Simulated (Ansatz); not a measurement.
# NiSn3: which magnetic state is lowest?

Method: Ansatz 0.2.0, DFT PBE, scalar-relativistic, plane waves, PAW.

```xyz
4
Lattice="4.4913 0.0000 0.0000 0.0000 4.4913 0.0000 0.0000 0.0000 4.4913" Properties=species:S:1:pos:R:3 pbc="T T T"
Sn    0.0000    2.2456    2.2456
Sn    2.2456    0.0000    2.2456
Sn    2.2456    2.2456    0.0000
Ni    0.0000    0.0000    0.0000
```

* plane-wave cutoff: 420 eV
* Γ-centred k-mesh: 10×10×10
* occupation rule: Gaussian smearing, 0.1 eV
* list of starting moments (μB, in atom order): 0 0 0 2.5
* check for lower electronic states after the SCF: off

All runs keep this geometry, which stands near equilibrium for the lowest state (largest force there 0.000 eV/Å, pressure 0.0 GPa) and needn't be a stable compound; relaxing each order can shift differences of a few meV. A propagation vector, in units of the reciprocal vectors, doubles the cell, which takes an equally dense mesh. Site moments are spin moments in atom-centred spheres that scale with the neighbour distance. The states are those that the runs reached from these starts; a lower one can exist.

Q: Starts tried: no spin; large parallel starting moments; antiferromagnetic, doubled cell, propagation vector (0, 0, 1/2). Which state comes out lowest, and what are the moments?

A: All starts lose their moments; the cell is non-magnetic at this level.

| start | ends | energy above lowest (meV/atom) | site moments (μB) | gap on mesh (eV) | P (GPa) |
| --- | --- | --- | --- | --- | --- |
| no spin | non-magnetic | 0.00 | none over 0.05 | metal | 0.0 |
| large parallel starting moments | non-magnetic | 0.00 | none over 0.05 | metal | 0.0 |
| antiferromagnetic, doubled cell, propagation vector (0, 0, 1/2) | non-magnetic | 0.00 | none over 0.05 | metal | 0.0 |

Cost: 3 runs of about 3.2 core-minutes in all, on Intel Xeon Platinum 8488C (Sapphire Rapids) (shared hosts).